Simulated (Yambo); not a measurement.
Yambo input for a free-standing CdCl$_{2}$ monolayer (symmetry C2/m, slab cell 15.9 Å high) under uniaxial strain of -4 % along x, the other axes held (a = 3.663 Å, b = 3.778 Å, c = 15.900 Å, α = β = 90.00°, γ = 119.00°), on PBEsol (pw.x of Quantum ESPRESSO, ONCV potentials, without SOC) wavefunctions on a 18×18×1 mesh:

```
rim_cut
optics
chi
dipoles
kernel
RandQpts= 1000000
RandGvec= 2 Ry
CUTGeo= "slab z"
FFTGvecs= 30 Ry
Chimod= "HARTREE"
NGsBlkXd= 2 Ry
% QpntsRXd
 1 | 1 |
%
% BndsRnXd
 5 | 54 |
%
GrFnTpXd= "R"
% EnRngeXd
 0.0 | 20.0 | eV
%
% DmRngeXd
 0.2 | 0.2 | eV
%
CGrdSpXd= 50
ETStpsXd= 161
% LongDrXd
 0.0 | 1.0 | 0.0 |
%
```

First lines of the file o-*.alpha_q1_inv_rpa_dyson:

```
Polarizability  ( -<<X>> ) @ Q(1):   0.00000000     1.00000000     0.00000000    [q->0 direction]
#
# Polarizability units: length
#
# [ X ] Hartree size     :   71
# [GEN] GF Energies     : Perdew, Burke & Ernzerhof SOL(X)+Perdew, Burke & Ernzerhof SOL(C)
# [GEN] Green`s Function     : Retarded
#
# [GEN] Gauge     : Length
# [GEN] [r,Vnl] included     : yes
#
#    E[1] [eV]     Im(alpha)     Re(alpha)     Im(alpha_o)     Re(alpha_o)
#
     0.000000     0.483333E-8     2.276805     -0.21617E-17     2.707748
     0.125000     0.001882     2.277391     0.002241     2.708445
     0.250000     0.003772     2.279150     0.004491     2.710541
     0.375000     0.005678     2.282091     0.006760     2.714043
     0.500000     0.007610     2.286226     0.009058     2.718966
     0.625000     0.009576     2.291574     0.011395     2.725332
     0.750000     0.011586     2.298159     0.013782     2.733168
     0.875000     0.013649     2.306010     0.016230     2.742507
     1.000000     0.015777     2.315165     0.018751     2.753392
     1.125000     0.017980     2.325665     0.021358     2.765871
     1.250000     0.020273     2.337563     0.024066     2.780002
     1.375000     0.022670     2.350918     0.026892     2.795852
     1.500000     0.025186     2.365797     0.029852     2.813500
     1.625000     0.027840     2.382281     0.032969     2.833034
     1.750000     0.030654     2.400460     0.036263     2.854556
     1.875000     0.033651     2.420440     0.039763     2.878185
     2.000000     0.036859     2.442340     0.043500     2.904056
     2.125000     0.040312     2.466301     0.047508     2.932324
     2.250000     0.044049     2.492484     0.051831     2.963169
     2.375000     0.048118     2.521075     0.056520     2.996797
     2.500000     0.052575     2.552293     0.061637     3.033448
     2.625000     0.057493     2.586394     0.067256     3.073406
     2.750000     0.062960     2.623682     0.073470     3.117000
     2.875000     0.069087     2.664518     0.080399     3.164622
     3.000000     0.076019     2.709336     0.088191     3.216743
     3.125000     0.083949     2.758667     0.097044     3.273930
     3.250000     0.093134     2.813164     0.107223     3.336881
     3.375000     0.103937     2.873648     0.119094     3.406460
     3.500000     0.116884     2.941162     0.133184     3.483763
     3.625000     0.132780     3.017058     0.150289     3.570197
     3.750000     0.152941     3.103099     0.171696     3.667582
```
(The file goes on to the top of the energy range; α is in bohr.) Convergence of the RPA response with its 18×18×1 mesh was not tested.

Geometry strained from the cell relaxed with PBEsol, atoms relaxed again.

This is a model layer cut from the bulk structure; whether it is stable on its own was not checked.
